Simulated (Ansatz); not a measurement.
Profile along the Mg–Mg line in Mg2Sn (cubic Laves, MgCu2 type)

Mg2Sn (cubic Laves, MgCu2 type), conventional cell a = 8.137 Å, b = 8.137 Å, c = 8.137 Å, α = 90.00°, β = 90.00°, γ = 90.00°. The calculation uses the primitive cell of 6 atoms, to which meshes and values per cell refer.

Fields along a shortest Mg–Mg line of a {100} plane (2.88 Å), from Mg to Mg, interpolated on the slice's grid (step about 0.2 Å). All values below come from LDA (plane waves to 420 eV, PAW, scalar-relativistic; Ansatz, an electronic-structure program). k mesh 10×10×10. Inside the PAW spheres the values are not all-electron values, and peaks at nuclei hang on which shells count as valence. Mg2Sn was relaxed with its symmetry unable to fall. The relaxed cell of Mg2Sn is 74 % larger than its starting cell; the method has no dispersion term. This is one of several known forms of Mg2Sn; the measured ambient cells at hand have space group No. 225.

| distance from Mg (Å) | valence electron density (e/Å³) | electron localisation function |
|---|---|---|
| 0.00 | 31.36 | x |
| 0.29 | 17.02 | x |
| 0.58 | 2.18 | 0.39 |
| 0.86 | 0.21 | 0.07 |
| 1.15 | 0.14 | 0.29 |
| 1.44 | 0.13 | 0.60 |
| 1.73 | 0.14 | 0.29 |
| 2.02 | 0.21 | 0.07 |
| 2.30 | 2.18 | 0.39 |
| 2.59 | 17.02 | x |
| 2.88 | 31.36 | x |

x: too close to a nucleus for the ELF to mean much.

Density on the Mg–Mg line (2.88 Å) at its midpoint: 0.13 e/Å³. ELF at that point: 0.60. ELF maximum in the middle third of the Mg–Mg line: 0.60, 1.4 Å from Mg.
